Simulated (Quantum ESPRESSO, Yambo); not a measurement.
## Levels of theory for the gap of K$_{2}$CO$_{3}$

K2CO3 (space group C2/c, No. 15): one geometry, one set of norm-conserving PBEsol (Quantum ESPRESSO, 84 Ry, scalar-relativistic) orbitals, self-energies from Yambo (2×2×2 Γ-centred k mesh, 274 bands and a 7 Ry block in the screening, 274 bands in G with the Bruneval-Gonze terminator, plasmon pole fitted at 27.2 eV).

The geometry is that of Materials Project entry mp-554072, symmetrised and not relaxed again.

```tsv
level	gap Γ → Γ (eV)	rough Yambo cost
PBEsol (Quantum ESPRESSO)	4.01	–
exchange only (Hartree-Fock self-energy on PBEsol orbitals)	14.40	about 1/20 (14 states)
static COHSEX@PBEsol	7.81	within a factor of two (2 states)
G0W0@PBEsol, plasmon pole	6.68	1 (14 states)
```

Bare exchange has no screening and gives the widest gap; static COHSEX screens it but leaves out the frequency dependence, which G0W0 restores.

Costs are rough ratios of core time on shared machines.

Nearest settings tried, and what they do to the gap: 180 bands in W, 180 bands in G: +27 meV; 6 Ry block (309 vectors against 399): -33 meV; 2×2×1 mesh: -45 meV. So the settings aren't converged at that level. The k mesh is coarse.
